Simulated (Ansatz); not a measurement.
Relaxed AlN (wurtzite):

```
CELL_PARAMETERS angstrom
      3.13030     0.00000     0.00000
     -1.56515     2.71092     0.00000
      0.00000     0.00000     5.01801
ATOMIC_POSITIONS crystal
  Al 0.66667 0.33333 0.00337
  Al 0.33333 0.66667 0.50337
  N  0.66667 0.33333 0.62183
  N  0.33333 0.66667 0.12183
```

In this cell atom 2 (Al, nearest neighbour N at 1.903 Å; its periodic images, 3.1 Å or more away, move with it) is moved by s along Cartesian [111], unit vector (0.577, 0.577, 0.577); all other atoms and the cell stay fixed.

Calculation: PBE (plane waves to 420 eV, PAW, scalar-relativistic; Ansatz, a program for electronic structure). k mesh 10×10×6 (Γ-centred), Fermi-Dirac smearing 0.05 eV. The energy includes the smearing's −TS. F⊥ is the part of the force across the line. AlN was relaxed with its symmetry unable to fall. The zero of ΔE is the undisplaced structure.

Q: Predict the ΔE (meV/cell) and |F⊥| (eV/Å) at s (Å) = -0.304, -0.228, -0.152, 0.076, 0.228.

A: 
```tsv
s (Å)	ΔE (meV/cell)	|F⊥| (eV/Å)
-0.304	759	1.336
-0.228	430	0.893
-0.152	192	0.519
0.076	48	0.182
0.228	430	0.846
```

(For displaced atoms, the force is minus the slope of the energy, and its curvature is a force constant, which sets phonon frequencies.)
